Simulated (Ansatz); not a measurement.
AlRh:
```yaml
crystal:
  lattice:
    - [2.94834, 0.00000, 0.00000]
    - [0.00000, 2.94834, 0.00000]
    - [0.00000, 0.00000, 2.94834]
  atoms:
    - { symbol: Al, position: [0.00000, 0.00000, 0.00000] }
    - { symbol: Rh, position: [0.50000, 0.50000, 0.50000] }
```

Relaxed with LDA. Special points in fractions of this cell's reciprocal vectors: Γ (0.000, 0.000, 0.000); X (0.000, 0.500, 0.000); M (0.500, 0.500, 0.000); R (0.500, 0.500, 0.500).

**Question.** List the band energies nearest the Fermi level at these points for plane-wave PAW LDA (Ansatz code).

**Answer.** In eV from the Fermi level; about four levels below and three above (degenerate sets whole), none deeper than 8.9 eV; points with the same levels are listed once.

| k | below | above |
|---|---|---|
| Γ | -5.22 -5.22 -1.78 -1.78 -1.78 | 5.08 5.08 5.08 |
| X | -4.50 -3.36 -3.36 -1.56 | 0.29 6.62 9.96 9.96 |
| M | -2.99 -2.99 -2.61 -2.61 -0.57 | 3.52 4.60 9.90 |
| R | -6.12 -6.12 -6.12 -0.49 -0.49 | 1.81 2.82 2.82 2.82 |

Space group Pm-3m (CsCl type). The workflow started from a Materials Project entry (that database holds measured and hypothetical structures alike); the Crystallography Open Database copy checked does not list it. Whether it is the stable phase at ambient conditions was not checked. The LDA relaxation kept the symmetry of its start; whether a distortion lowers the energy is not shown. The run is not spin-polarised. Spin–orbit coupling is left out wherever it is not named.

Potentials: the earlier of the program's two PAW sets. The files were generated under PBE; for other functionals the program regenerates the frozen cores, and for LDA and PBEsol the local potential too.
